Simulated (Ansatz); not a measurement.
Zn (P6_3/mmc), clamped-ion strain scan

The calculation used Ansatz, DFT PBEsol, scalar-relativistic, plane waves, PAW. The runs took a 420 eV cutoff, a Γ-centred 24×24×10 mesh and Gaussian smearing (0.15 eV). No spin polarisation. Energies are free energies at this smearing, counted from the undisturbed cell; pressure is positive in compression.

The starting cell (as given, not relaxed at this level; it stands at -5.4 GPa):

```yaml
crystal:
  lattice:
    - [2.66480, 0.00000, 0.00000]
    - [-1.33240, 2.30778, 0.00000]
    - [0.00000, 0.00000, 4.94670]
  atoms:
    - { symbol: Zn, position: [0.33333, 0.66667, 0.25000] }
    - { symbol: Zn, position: [0.66667, 0.33333, 0.75000] }
```

The cell is strained by ε times the Voigt pattern (0, 0, 0, 1, 0, 0) (xx, yy, zz, yz, xz, xy; engineering shear) with fractional coordinates fixed. The cell is metallic on the mesh throughout.

| ε | ΔE (meV/atom) | stress summed along the pattern (GPa, tension positive) | pressure (GPa) |
| --- | --- | --- | --- |
| -0.0400 | ? | ? | -5.2 |
| -0.0200 | 0.7 | -0.74 | -5.4 |
| 0.0000 | 0.0 | 0.00 | -5.4 |
| 0.0050 | 0.0 | 0.20 | -5.4 |
| 0.0100 | 0.2 | 0.39 | -5.4 |
| 0.0150 | 0.4 | 0.57 | -5.4 |
| 0.0250 | 1.0 | 0.90 | -5.3 |
| 0.0300 | ? | ? | -5.3 |
| 0.0350 | 2.0 | 1.18 | -5.3 |

By symmetry 0.0400 repeats -0.0400, -0.0300 repeats 0.0300, 0.0200 repeats -0.0200, -0.0100 repeats 0.0100 in energy, with the opposite slope along the path.

**Question.** Give the withheld values.

**Answer.** ΔE (meV/atom) at ε = -0.0400: 2.5; stress summed along the pattern (GPa, tension positive) at ε = -0.0400: -1.30; ΔE (meV/atom) at ε = 0.0300: 1.5; stress summed along the pattern (GPa, tension positive) at ε = 0.0300: 1.05.